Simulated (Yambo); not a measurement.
How GW settings move the gap: TlBr

G0W0@PBEsol for TlBr (rock salt, space group Fm-3m, No. 225) in Yambo. Reference settings: 4×4×4 Γ-centred k mesh, 264 bands and a 8 Ry block in the screening, 264 bands in G with the Bruneval-Gonze terminator, plasmon pole fitted at 27.2 eV. The PBEsol gap L → L on this mesh is 1.81 eV; G0W0 gaps are taken between the same points.

| change from the reference | G0W0 gap L → L (eV) | shift of the valence edge (eV) | rough Yambo cost |
|---|---|---|---|
| reference settings | 3.09 | -1.09 | 1 |
| 92 bands in W, 92 bands in G | 2.96 | -0.79 | about 1/3 |
| 92 bands in G | 3.07 | -1.04 | – |
| 116 bands in W | 3.01 | -0.91 | about 1/2 |
| 2 Ry block | 2.80 | -0.80 | within a factor of two |
| 3 Ry block | 2.88 | -0.87 | within a factor of two |
| 7 Ry block | 3.06 | -1.06 | within a factor of two |
| pole fitted at 10 eV | 2.96 | -0.89 | – |
| no random integration | 3.04 | -0.91 | – |
| 92 bands in G, no terminator | 2.81 | -0.57 | – |
| 166 bands in G, no terminator | 2.96 | -0.87 | – |
| no terminator | 3.03 | -1.00 | – |

The reference isn't shown to be the converged limit. Costs are rough (shared machines), scaled to the same edge states, and given only for runs that recompute the screening.

The standard potential for Tl keeps a d shell in the valence without the s and p states of that shell. In tests on such compounds this moved G0W0 gaps by up to about 0.9 eV, so absolute quasiparticle energies here are unreliable; differences between settings are what counts.

Spin-orbit coupling is included.

Geometry of the Materials Project entry, not relaxed at this level; primitive cell a = b = c = 4.726 Å, α = β = γ = 60.00°.

This is not the ordinary phase of the substance; no match was found in the copy of COD used, and its stability was not checked.

A shift is the quasiparticle energy of the state minus its PBEsol energy.
